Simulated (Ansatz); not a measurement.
ZnSe (F-43m) from a database of computed structures (r2SCAN geometry), in Ansatz:

```xyz
2
Lattice="0.0000 2.8324 2.8324 2.8324 0.0000 2.8324 2.8324 2.8324 0.0000" Properties=species:S:1:pos:R:3 pbc="T T T"
Zn    0.0000    0.0000    0.0000
Se    4.2486    4.2486    4.2486
```

G0W0@PBE with 336 empty bands, a screening cutoff of 220 eV and a 6×6×6 mesh (PAW, contour deformation) gives 2.343 eV over the mesh points, from a PBE gap of 1.292 eV; it sums over 350 bands with 331 plane waves in the screening and a wave cutoff of 420 eV. No extrapolation in bands, cutoff or mesh was made for G0W0. The values are computed, spin-unpolarised, and not measurements.

**Question.** Estimate the gap with starting point PBE0.

**Answer.** 3.113 eV (+0.770 eV), from a Kohn-Sham gap of 3.045 eV.

**Question.** Estimate the gap with mesh 8×8×8, empty bands 73, screening cutoff 80 eV.

**Answer.** 2.449 eV (+0.106 eV), from a Kohn-Sham gap of 1.294 eV.

Spin-orbit coupling is left out.

With a shallow d shell on the cation, G0W0 converges slowly in bands and cutoff, so these values are in doubt.
